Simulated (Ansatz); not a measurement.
ZrSeS:
```
ZrSeS
1.0
    3.73802     0.00000     0.00000
   -1.86901     3.23722     0.00000
    0.00000     0.00000     6.10564
Zr Se S
1 1 1
Direct
  0.00000   0.00000   0.01273
  0.66667   0.33333   0.74804
  0.33333   0.66667   0.23923
```

r²SCAN+D4 in the plane-wave PAW code Ansatz gives a gap of 0.96 eV without spin–orbit coupling, maximum at Γ, minimum at L.

**Question.** What happens when spin–orbit coupling is switched on?

**Answer.** The gap drops by 0.11 eV, to 0.85 eV; maximum at Γ, minimum at L.

**Question.** Give the electron effective mass with spin–orbit coupling.

**Answer.** 0.30, 0.97, 2.9 mₑ (principal values).

**Question.** Give the hole effective mass with spin–orbit coupling.

**Answer.** 0.23, 0.23, 3.0 mₑ (principal values).

Space group P3m1. The first step of the workflow began from a Materials Project structure, measured or hypothetical; the Crystallography Open Database copy checked does not list it. With Se and S taken as one species the cell has the higher symmetry P-3m1, so it may be an ordered model of a mixed-site phase. Whether it is the stable phase at ambient conditions was not checked. The r²SCAN+D4 relaxation kept the symmetry of its start; whether a distortion lowers the energy is not shown. The run is not spin-polarised.

Potentials: the later of the program's two PAW sets.
